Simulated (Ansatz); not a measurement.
# WC single point

input.yaml (Ansatz 0.2.0)

```yaml
crystal:
  lattice:
    - [2.896397, 0.0, 0.0]
    - [-1.448198, 2.508357, 0.0]
    - [0.0, 0.0, 2.825205]
  atoms:
    - { symbol: W, position: [0.0, 0.0, 0.0] }
    - { symbol: C, position: [0.66667, 0.33333, 0.5] }
  symmetry: { tolerance: 0.0003 }
kpoints:
  mp_grid: { grid: [13, 13, 12], shift: [0, 0, 0] }
  band_path:
    path:
      - [0.0, 0.0, 0.0]
      - [0.5, 0.0, 0.0]
      - [0.33333333, 0.33333333, 0.0]
      - [0.0, 0.0, 0.0]
      - [0.0, 0.0, 0.5]
      - [0.5, 0.0, 0.5]
      - [0.33333333, 0.33333333, 0.5]
      - [0.0, 0.0, 0.5]
      - [0.5, 0.0, 0.5]
      - [0.5, 0.0, 0.0]
      - [0.33333333, 0.33333333, 0.5]
    npoints: 6
magnetization:
  spin_polarized: false
scf:
  occupations: { method: fermi_dirac }
  lower_state_search: "off"
  max_iter: 200
hamiltonian:
  pseudopotentials: { kind: paw }
  xc: pbe
basis:
  ecutwfc: 420
  fft_grid_basis: typed
output:
  forces: true
  stress: true
  eigenvalues: true
  bader: true
  populations: true
  elf: true
  write_potential: true
  volumetric_format: npy
  dos:
    e_range: [-12, 8]
    de: 0.05
    projected: { site_lists: { C: [C], W: [W] } }
checkpoint:
  read: saved_state
```

The saved state is an earlier solution for the same cell, perhaps on another mesh. 

Output (shortened):

```
Warning: the atoms were moved onto the symmetric positions of the space group found under crystal.symmetry.tolerance 3.0e-4 (fractional; no operation is sought that the atoms, as they stand in a round, miss by more than twice it, and no atom is moved by as much as it), and the run uses the moved positions.
Pseudopotentials: kind: paw
Pseudopotential: W, paw, valence charge 14, recommended cutoff 420 eV (normal), W.paw.azcp
Pseudopotential: C, paw, valence charge 4, recommended cutoff 420 eV (normal), C.paw.azcp
Functional definition: PBE
  exchange = pbe_x(kappa = kappa, mu = beta*pi^2/3)
  correlation = pbe_c(beta = beta)
Crystal: 2 atoms, lattice volume = 20.526 Å³
Basis set: ecut = 420 eV, 405 PW (Γ), exchange–correlation on 40×40×40 points (8 copies of the dense FFT grid, shifted against one another)
Bands: 13, of which v1, the nominal top of the filled ones, is band 9 counted from 1 (8 counted from 0)
Symmetry: 12 space group operations
Space group: P-6m2 (ITA 187), of the structure as read, at distance tolerance 8.2e-4 Å
k-points: 147 of 2028 (time reversal used)
Initial density: read from a saved state, or passed on in memory by an earlier SCF of this step, an earlier step, the calling program or the single point that the run made first
Functional: x = pbe(κ = 0.804, μ = 0.2195), c = pbe(β = 0.0667)
Free energy (F): -10636.0483 eV
Harris-Foulkes:  -10636.0483 eV  (|F-HF|=7.28e-12)
Internal energy: -10636.0387 eV  (E = F + TS)
E sigma→0 (E₀):  -10636.0435 eV
Entropy (-TS):   -0.0096 eV (-4.800 meV/atom)
Fermi energy:    20.8638 eV
--- Per-component energies (eV) ---
  E_band       = -53.9956
  E_kinetic    = 543.0740
  E_local      = -656.8112  (includes V_loc(G=0)·N_el)
  E_nonlocal   = 25.5698
  E_hartree    = 233.1184
  E_xc         = -316.9114
  E_vxc        = -300.9148  (∫ρ·V_xc dr)
  E_paw        = -8661.2434  (= ΣΔE_a)
  E_vpaw       = -131.1502  (= ΣTr[D̂ρ^β])
  E_aug_tail   =  0.0000  (compensation charges beyond the density's cutoff)
  E_ewald      = -1802.8348
  E_smearing   = -0.0096  (= −TS)
--- Stress (GPa, compression-positive) ---
       10.0638       0.0000       0.0000
        0.0000      10.0638       0.0000
        0.0000       0.0000      10.4925
  P = ⅓ Tr σ = 10.2067 GPa (102.067 kbar)
--- Löwdin populations: 2 sites ---
  site symbol       q [e]
     0      W     13.1969
     1      C      4.7222
  spilling = 0.0045 (of n_electrons = 18.0000)
--- Bader charges: 2 sites ---
  site symbol  charge [e]  shift [e]
     0      W      1.4241     0.0035
     1      C     -1.4241     0.0035
```

Total energies depend on the potentials used, so only differences within one code and one set of settings carry meaning.

Origin: a database entry at a rescaled volume. Caveats: atoms or cell far from equilibrium.
